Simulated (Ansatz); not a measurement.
Relaxed Sn (beta-Sn type, space group I4_1/amd):

```
Sn
1.0
   -2.97350     2.97350     1.60615
    2.97350    -2.97350     1.60615
    2.97350     2.97350    -1.60615
Sn
2
Direct
  0.75000   0.25000   0.50000
  0.00000   0.00000   0.00000
```

In each cell atom 2 (Sn, nearest neighbour Sn at 3.080 Å; its periodic images, 3.2 Å or more away, move with it) moves by s·(0.707, 0.707, 0.000) (along Cartesian [110]), the rest being held.

Method: PBE (plane waves to 420 eV, PAW, scalar-relativistic; Ansatz, a first-principles code). k mesh 13×13×13 (Γ-centred), Fermi-Dirac smearing 0.05 eV. Compression counts positive. With partly filled bands, energies and forces of such displacements shift with the k mesh and the smearing. F∥ is the force on the atom along that direction. Sn was relaxed with its symmetry unable to fall. 

```csv
s (Å),F∥ (eV/Å),P (GPa)
-0.920,3.453,14.5
-0.736,2.694,___
-0.552,1.968,___
-0.368,1.244,2.5
-0.184,0.589,0.6
0.000,0.000,0.0
0.184,-0.589,0.6
0.368,-1.244,2.5
0.552,-1.968,___
0.736,-2.694,___
0.920,-3.453,14.5
```

Problem. Some entries are withheld; supply them.

Solution. 
- -0.736, P (GPa): 9.7
- -0.552, P (GPa): 5.5
- 0.552, P (GPa): 5.5
- 0.736, P (GPa): 9.7

(A displaced cell: forces are minus the slopes of the energy, force constants its curvatures, and phonons follow from these.)
